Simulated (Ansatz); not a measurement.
The relaxed structure here is a generated cell of ScSi: the first start was made by placing the elements on the sites of a structure type, and the end was not matched to a known phase here, so it may be hypothetical.

One starting cell of ScSi (a generated cell, ScSi placed in the AFLOW prototype AB_oP8_57_d_d (as in TlF)) was relaxed twice with Ansatz (plane waves, PAW, scalar-relativistic): with PBEsol at 420 eV and with PBE at 420 eV. The PBEsol result:

Space group Fm-3m (No. 225); a = 5.3940 Å, b = 5.3940 Å, c = 5.3940 Å, α = 90.00°, β = 90.00°, γ = 90.00°

```tsv
atom	site	symmetry	x	y	z
Sc	4a	m-3m	0.0000	0.0000	0.0000
Si	4b	m-3m	0.5000	0.5000	0.5000
```
(The calculation used a cell of 2 atoms; values per cell refer to that cell.)

| quantity | PBEsol | PBE |
|---|---|---|
| space group | Fm-3m | Fm-3m |
| volume (Å³/atom) | 19.62 | 20.35 |
| a (Å) | 5.394 | 5.460 |
| gap (eV, no spin-orbit coupling) | 0.00 | 0.00 |

Both levels end in the same structure; PBE's volume is 3.7 % larger. Neither column is exact.

No spin polarisation in the result. The relaxed primitive cell holds an odd number of electrons. A magnetic state may lie lower.

The run could not lower the symmetry of its start; a shaken copy of this end point relaxes with PBEsol to C2/m (No. 12) at a tolerance of 0.01 Å, R-3m (No. 166) at 0.1 Å, 0.19 eV/atom lower.

Ansatz is a quantum-chemistry and plane-wave program.
